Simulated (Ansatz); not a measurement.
C:
```xyz
34
Lattice="0.0000 4.8057 4.8057 4.8057 0.0000 4.8057 4.8057 4.8057 0.0000" Properties=species:S:1:pos:R:3 pbc="T T T"
C      2.4029     2.4029     2.4029
C      0.0000     0.0000     0.0000
C      3.2819     3.2819     3.2819
C      8.7324     8.7324     8.7324
C      6.3296     6.3296     3.2819
C      5.6848     8.7324     5.6848
C      3.2819     6.3296     6.3296
C      5.6848     5.6848     8.7324
C      6.3296     3.2819     6.3296
C      8.7324     5.6848     5.6848
C      6.6498     2.9617     4.8526
C      4.8526     6.6498     2.9617
C      2.9617     4.8526     6.6498
C      4.2469     5.3645     2.3560
C      5.3645     2.3560     4.2469
C      2.3560     4.2469     5.3645
C      2.9617     2.9617     4.7588
C      4.7588     6.6498     6.6498
C      6.6498     4.8526     2.9617
C      5.3645     4.2469     2.3560
C      4.2469     7.2555     4.2469
C      7.2555     5.3645     5.3645
C      2.9617     6.6498     4.8526
C      4.7588     2.9617     2.9617
C      6.6498     4.7588     6.6498
C      4.2469     4.2469     7.2555
C      5.3645     7.2555     5.3645
C      2.3560     5.3645     4.2469
C      6.6498     6.6498     4.7588
C      4.8526     2.9617     6.6498
C      2.9617     4.7588     2.9617
C      5.3645     5.3645     7.2555
C      4.2469     2.3560     5.3645
C      7.2555     4.2469     4.2469
```

This is the r²SCAN-relaxed structure.

Problem. All from r²SCAN in the plane-wave PAW code Ansatz, unless another level is named. Estimate the hole effective mass.

Solution. 0.50, 0.50, 2.8 mₑ (principal values).

Problem. What about the band gap?

Solution. 3.96 eV (smallest direct gap 3.99 eV).

Problem. Next, the electron effective mass, band 1 of 3 at the edge?

Solution. 1.7 along [100], 2.3 along [110], 2.6 along [111] (mₑ).

Problem. Next, the valence-band maximum?

Solution. at L.

Space group Fd-3m. The start of the workflow was typed in or built on a structure type. Its sites differ from those of the usual phase in this space group: another stacking or structure type. Symmetry was held in the r²SCAN relaxation; its stability against distortions is not shown here.

Potentials: the later of the program's two PAW sets.
